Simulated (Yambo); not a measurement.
Material: a free-standing SnS$_{2}$ monolayer (symmetry P-3m1, slab cell 15.9 Å high); a = b = 3.665 Å, c = 15.900 Å, α = β = 90.00°, γ = 120.00° (3 atoms in the cell). The layer was cut from Materials Project entry mp-1170 and relaxed with PBE+D3(BJ) in a cell 15.9 Å high, with the Coulomb interaction truncated along z.

With PBE (stringent potentials; pw.x of Quantum ESPRESSO, ONCV potentials, scalar-relativistic), the gap between the mesh's edge points ((0, 0.167) → M) is 1.574 eV.

Task: What does a G0W0 run in Yambo give for it (6×6×1 Γ-centred k mesh, bands 5 to 125 and a 6 Ry block in the screening, 125 bands in G with the Bruneval-Gonze terminator, plasmon pole fitted at 27.2 eV, slab-truncated Coulomb interaction, stochastic integration of W near q = 0)?

Result: The correction is 1.519 eV, giving 3.093 eV, 2.0 times the PBE value.  Convergence of the G0W0 settings was not tested. Spin-orbit splittings are left out.
